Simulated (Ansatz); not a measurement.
Bi:
```cif
data_Bi6
_chemical_formula_sum 'Bi6'
_space_group_name_H-M_alt 'R-3m :H'
_space_group_IT_number 166
_space_group_name_Hall '-R 3 2"'
_cell_length_a 4.58304
_cell_length_b 4.58304
_cell_length_c 12.16544
_cell_angle_alpha 90.000
_cell_angle_beta 90.000
_cell_angle_gamma 120.000
loop_
_atom_site_label
_atom_site_type_symbol
_atom_site_symmetry_multiplicity
_atom_site_Wyckoff_symbol
_atom_site_fract_x
_atom_site_fract_y
_atom_site_fract_z
_atom_site_occupancy
Bi1 Bi 6 c 0.00000 0.00000 0.23366 1
```
(The calculation used a cell of 2 atoms; values per cell refer to that cell.)

Relaxed at zero pressure with PBE (plane waves, PAW; program Ansatz).

Problem. The volume is lowered by 9 % and shape and atoms relax at that volume. What pressure results, and how do the axes share the change?

Solution. 3.6 GPa; a -1.7 %, b -1.7 %, c -5.9 %; the energy rises by 33 meV/atom.

Problem. Give the new structure.

Solution. 
Space group R-3m, hexagonal axes (No. 166); a = b = 4.506 Å, c = 11.451 Å, α = β = 90.00°, γ = 120.00°

| atom | site | symmetry | x | y | z |
|---|---|---|---|---|---|
| Bi | 6c | 3m | 0.0000 | 0.0000 | 0.2385 |

The phase is kept; no other phase was compared at this pressure.

Symmetry was held in the PBE relaxation. Axis ratios of metals converge slowly with the k-mesh, so a and c are less sure than the volume. Scalar-relativistic: spin–orbit coupling is off unless named, which matters more the heavier the elements.

Potentials: the earlier of the program's two PAW sets.
